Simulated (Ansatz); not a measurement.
**Every step of a relaxation of Yb**

DFT, r2SCAN, PAW with Ansatz's default frozen-core files, scalar-relativistic (Ansatz 0.2.0); a Γ-centred 16×16×16 k mesh, Fermi–Dirac smearing of 0.05 eV, no spin polarisation. The run relaxes cell and atoms at a target pressure of 0 GPa.

Command: `ansatz run input.yaml --threads 4 --pin off --max-ram 10240MiB --backend cpu --events-out ev --progress --plain --runs-dir out` It took 21 s on 4 threads of Arm Neoverse V1 (shared host), peak memory 0.56 GiB.

PAW: frozen-core files, cutoff 500 eV; forces are relaxed below 0.003 eV/Å.

Each step lists its free energy a cell above the last geometry, the pressure, the cell vectors (Å), and Cartesian positions (Å) with forces (eV/Å).

The first step:

```
step 1  dF = 52.85 meV  P = -2.43 GPa
  cell 0.0000 2.7431 2.7431  2.7431 0.0000 2.7431  2.7431 2.7431 0.0000
  Yb 0.0000 0.0000 0.0000   0.0000 0.0000 0.0000
```

Spin–orbit coupling is left out, which matters for the heavy atoms. The PAW files were made under PBE.

Task: Where does the relaxation end, and by which steps?

Result: After 5 geometries, with conventional a, b, c = 5.203, 5.203, 5.203 Å, at 35.214 Å³/atom (-14.70 % against the start) in space group Fm-3m, with a shortest distance of 3.679 Å. The further steps:
```
step 2  dF = 20.51 meV  P = -1.66 GPa
  cell 0.0000 2.6869 2.6869  2.6869 0.0000 2.6869  2.6869 2.6869 0.0000
  Yb 0.0000 0.0000 0.0000   0.0000 0.0000 0.0000
step 3  dF = 1.34 meV  P = 0.54 GPa
  cell 0.0000 2.5795 2.5795  2.5795 0.0000 2.5795  2.5795 2.5795 0.0000
  Yb 0.0000 0.0000 0.0000   0.0000 0.0000 0.0000
step 4  dF = 0.04 meV  P = -0.07 GPa
  cell 0.0000 2.6041 2.6041  2.6041 0.0000 2.6041  2.6041 2.6041 0.0000
  Yb 0.0000 0.0000 0.0000   0.0000 0.0000 0.0000
step 5  dF = 0.00 meV  P = 0.00 GPa
  cell 0.0000 2.6015 2.6015  2.6015 0.0000 2.6015  2.6015 2.6015 0.0000
  Yb 0.0000 0.0000 0.0000   0.0000 0.0000 0.0000
step 6  dF = 0.32 meV  P = -0.02 GPa  (same geometry on a basis chosen anew; earlier energies don't compare to the last digit)
  cell 0.0000 2.6015 2.6015  2.6015 0.0000 2.6015  2.6015 2.6015 0.0000
  Yb 0.0000 0.0000 0.0000   0.0000 0.0000 0.0000
```
